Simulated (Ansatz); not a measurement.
Relaxation of a generated cell, SnSe2 placed in the CdI2 structure type; 3 atoms in the cell, which starts as P-3m1 (No. 164), hP3; a = b = 3.8125 Å, c = 6.1503 Å, α = β = 90.00°, γ = 120.00°. Computed with r2SCAN (plane waves to 500 eV, PAW, scalar-relativistic; Ansatz, a quantum-chemistry and plane-wave program). Γ-centred k-mesh 7×7×4 on the run's cell (coarser than for final values), Fermi–Dirac smearing 0.05 eV. This is the first round of the run. 

The optimiser's lines from the output (shortened; P is positive under compression):

```
relax step   1: F+E_penalty+E_count = -16996.13827131 eV  Δ(F+E_penalty+E_count) = +0.000e0 eV  max|allowed force component| = 2.659e-1 eV/Å  Δτ_max = 0.0000 Å  P = +2.600 GPa  Ω = 77.417 Å³  (6 SCF iters, dr2 threshold 1.00e-7 eV, accepted)
relax step   2: F+E_penalty+E_count = -16996.14666442 eV  Δ(F+E_penalty+E_count) = -8.393e-3 eV  max|allowed force component| = 3.724e-1 eV/Å  Δτ_max = 0.0090 Å  P = -2.008 GPa  Ω = 83.332 Å³  (7 SCF iters, dr2 threshold 3.00e-7 eV, accepted)
relax step   3: F+E_penalty+E_count = -16996.16250565 eV  Δ(F+E_penalty+E_count) = -1.584e-2 eV  max|allowed force component| = 1.366e-1 eV/Å  Δτ_max = 0.0568 Å  P = -0.193 GPa  Ω = 83.470 Å³  (6 SCF iters, dr2 threshold 3.00e-7 eV, accepted)
relax step   4: F+E_penalty+E_count = -16996.16766618 eV  Δ(F+E_penalty+E_count) = -5.161e-3 eV  max|allowed force component| = 5.480e-2 eV/Å  Δτ_max = 0.0133 Å  P = -0.068 GPa  Ω = 82.707 Å³  (5 SCF iters, dr2 threshold 3.00e-7 eV, accepted)
relax step   5: F+E_penalty+E_count = -16996.16959558 eV  Δ(F+E_penalty+E_count) = -1.929e-3 eV  max|allowed force component| = 8.763e-4 eV/Å  Δτ_max = 0.0007 Å  P = +0.068 GPa  Ω = 82.542 Å³  (5 SCF iters, dr2 threshold 3.00e-7 eV, accepted)
relax step   6: F+E_penalty+E_count = -16996.16987245 eV  Δ(F+E_penalty+E_count) = -2.769e-4 eV  max|allowed force component| = 4.575e-3 eV/Å  Δτ_max = 0.0062 Å  P = +0.046 GPa  Ω = 82.882 Å³  (5 SCF iters, dr2 threshold 5.84e-8 eV, accepted)
relax step   7: F+E_penalty+E_count = -16996.16997849 eV  Δ(F+E_penalty+E_count) = -1.060e-4 eV  max|allowed force component| = 7.750e-4 eV/Å  Δτ_max = 0.0073 Å  P = +0.008 GPa  Ω = 83.297 Å³  (6 SCF iters, dr2 threshold 7.88e-9 eV, accepted)
relax step   8: F+E_penalty+E_count = -16996.17035614 eV  Δ(F+E_penalty+E_count) = -3.776e-4 eV  max|allowed force component| = 1.075e-3 eV/Å  Δτ_max = 0.0000 Å  P = +0.014 GPa  Ω = 83.297 Å³  stress off target by 1.63e-2 GPa  SCF on the basis re-selected at this cell (its energy is not comparable with the rows above)  (8 SCF iters)
```

From the first to the last row the energy changes by -0.01 eV/atom and the volume by +7.6 %. The last row is marked as not comparable with the walk above it, whose basis was carried along; it does compare with step 1, since both stand on a basis selected at the nominal cutoff for their own cell.

Later rounds, restarted from the end of this one on a renewed k-mesh, logged 5 more steps and released under 1 meV/atom more. The final structure after all rounds: P-3m1 (No. 164), hP3, CdI2 type; a = b = 3.8405 Å, c = 6.5251 Å, α = β = 90.00°, γ = 120.00°. Between re-selections the logged energies stand on a plane-wave basis carried along with the cell. No spin polarisation in the result. Without a van der Waals term the distances between weakly bound units are poorly fixed.

The run could not lose the symmetry of its start.

Without dispersion the volume is uncertain too.
